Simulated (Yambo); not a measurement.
LaS₂ (space group P2_1/c, No. 14), G0W0@PBEsol in Yambo with this input:

```
rim_cut
gw0
dyson
el_el_corr
HF_and_locXC
ppa
em1d
RandQpts= 1000000
RandGvec= 1 Ry
EXXRLvcs= 110 Ry
VXCRLvcs= 440 Ry
Chimod= "HARTREE"
% BndsRnXp
 1 | 401 |
%
NGsBlkXp= 7 Ry
% LongDrXp
 1.0 | 1.0 | 1.0 |
%
PPAPntXp= 27.2114 eV
% GbndRnge
 1 | 401 |
%
GTermKind= "BG"
DysSolver= "n"
ExtendOut
```

On a 1×4×1 mesh, with wavefunctions cut at 110 Ry, the gap (Γ → Γ) is 1.807 eV and the valence edge shifts by -0.542 eV.

Question: What happens with this change: 6 Ry block?

Answer: The gap falls by 0.039 eV, to 1.768 eV; the shift of the valence edge becomes -0.494 eV. Neither run is shown to be the converged limit. The mesh misses a band edge: along a dense path the PBEsol gap is 0.52 eV against 0.97 eV on the mesh.

Geometry of the Materials Project entry, not relaxed at this level; primitive cell a = 8.2116 Å, b = 4.1438 Å, c = 8.2176 Å, α = γ = 90.00°, β = 90.06°.

The structure is a Materials Project entry; no match was found in the copy of COD used, and its stability was not checked.

A shift is the quasiparticle energy of the state minus its PBEsol energy.
